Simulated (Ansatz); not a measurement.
InGaAs₂ in space group P-4m2 (No. 115; In on 1d, Ga on 1b, As on 2g), r²SCAN in the plane-wave PAW code Ansatz. The conduction-band minimum lies at Γ, with 1 equivalent valley. Second derivatives d²E/dk² of the lowest band at one valley (eV·Å²), along Cartesian directions:

```json
[
 {"direction": "[100]", "d²E/dk²": "378.6"},
 {"direction": "[010]", "d²E/dk²": "378.6"},
 {"direction": "[001]", "d²E/dk²": "250.5"},
 {"direction": "[110]", "d²E/dk²": "378.8"},
 {"direction": "[101]", "d²E/dk²": "314.7"},
 {"direction": "[011]", "d²E/dk²": "314.7"}
]
```

**Question.** Find the principal effective masses, the density-of-states mass and the conductivity mass.

**Answer.** Off-diagonal terms follow from H_xy = H[110] − (H_xx + H_yy)/2, and m*/mₑ = 7.620 eV·Å² over each eigenvalue: 0.020, 0.020, 0.030. One valley's DOS mass (m₁m₂m₃)^(1/3) = 0.023, conductivity mass 3/(Σ 1/mᵢ) = 0.023 mₑ.

**Question.** What effective density of states Nc follows at 300 K for parabolic valleys?

**Answer.** Nc = 2.509e19 × 1 × (0.023)^(3/2) ≈ 8.8e16 cm⁻³.

The workflow started from a Materials Project entry (that database holds measured and hypothetical structures alike); the Crystallography Open Database copy checked does not list it. With In and Ga taken as one species the cell has the higher symmetry F-43m, so it may be an ordered model of a mixed-site phase. Whether it is the stable phase at ambient conditions was not checked. The cell was relaxed with r²SCAN under the symmetry of its start; whether a distortion lowers the energy is not shown. Scalar-relativistic: spin–orbit coupling is off unless named, which matters more the heavier the elements.

Potentials: the later of the program's two PAW sets.

Edges and masses are those of Kohn–Sham bands, whose gap is no quasiparticle gap.
